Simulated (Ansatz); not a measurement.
# From the elastic tensor of PbF₂ at 11 GPa (stress–strain coefficients) to moduli and sound speeds

Theory: Ansatz, DFT PBE+D3(BJ), scalar-relativistic, plane waves, PAW. Settings: 420 eV plane-wave cutoff, Γ-centred 8×8×8 mesh, fixed occupations. No spin polarisation.

It takes space group Fm-3m (No. 225, cubic). The conventional cell has a = 5.732 Å, b = 5.732 Å, c = 5.732 Å, α = 90.00°, β = 90.00°, γ = 90.00°. Pb (site symmetry m-3m) has 8 F at 2.48 Å as nearest neighbours. F (site symmetry -43m) is surrounded by 4 Pb at 2.48 Å.

Spin–orbit coupling is left out, which can shift energies with elements as heavy as these. Other phases may be more stable at this pressure.

Relaxed-ion constants (GPa, on the Cartesian axes of the calculation):
C11 = 149.3, C12 = 104.0, C13 = 104.0, C22 = 149.3, C23 = 104.0, C33 = 149.3, C44 = 20.2, C55 = 20.2, C66 = 20.2 GPa; the others vanish.

Density 8.648 g/cm³; 3 atoms in 47.08 Å³.

The values that follow are for a polycrystal of randomly turned grains, by Hill's mean where one number stands.

```json
{"Bulk modulus, Voigt / Reuss / Hill": "119.1 / 119.1 / 119.1 GPa", "Shear modulus, Voigt / Reuss / Hill": "21.2 / 21.1 / 21.2 GPa", "Young's modulus": "60 GPa", "Poisson ratio": "0.416", "Pugh ratio B/G": "5.62", "Universal anisotropy index": "0.02", "Longitudinal and transverse sound speeds": "4128 and 1565 m/s", "Debye temperature from the mean sound speed": "211 K"}
```

Cost: 1 run of about 1.1 core-minutes, on Arm Neoverse N1 (shared hosts).